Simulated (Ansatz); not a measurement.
Strain response of Ca$_{3}$GeN

Computed with Ansatz, DFT r2SCAN, scalar-relativistic, plane waves, PAW. (500 eV cutoff, 8×8×8 k-mesh, Gaussian smearing of 0.10 eV, no spin polarisation)

The relaxed crystal:

```xyz
5
Lattice="4.7921 0.0000 0.0000 0.0000 4.7921 0.0000 0.0000 0.0000 4.7921" Properties=species:S:1:pos:R:3 pbc="T T T"
Ca    0.0000    2.3961    2.3961
Ca    2.3961    0.0000    2.3961
Ca    2.3961    2.3961    0.0000
Ge    0.0000    0.0000    0.0000
N     2.3961    2.3961    2.3961
```

Deformation: uniaxial strain along c, with the lengths of a and b and the atoms relaxed and the angles held, all within the symmetry that the strain leaves. Energies are extrapolated to zero smearing.

A cell with an odd number of electrons and no spin polarisation is a metal by construction and may be lower with spin.

| strain (%) | ΔE (meV/atom) | a (Å) | b (Å) | c (Å) |
| --- | --- | --- | --- | --- |
| -6.0 | 26.3 | 4.873 | 4.873 | 4.505 |
| -4.0 | 11.0 | 4.844 | 4.844 | 4.600 |
| -2.0 | 2.6 | 4.817 | 4.817 | 4.696 |
| +0.0 | 0.0 | 4.792 | 4.792 | 4.792 |
| +2.0 | 2.4 | 4.769 | 4.769 | 4.888 |
| +4.0 | 9.0 | 4.749 | 4.749 | 4.984 |
| +6.0 | 19.6 | 4.733 | 4.733 | 5.080 |

Task: What stiffness (1/V) d²E/dε² at zero strain does a cubic fit over all points give?

Result: A cubic fit gives (1/V) d²E/dε² = 93 GPa at zero strain (Young's modulus along this axis, angles held).

Task: How does the free axis a answer a small strain?

Result: Between the innermost points its strain is -0.25 times the applied one.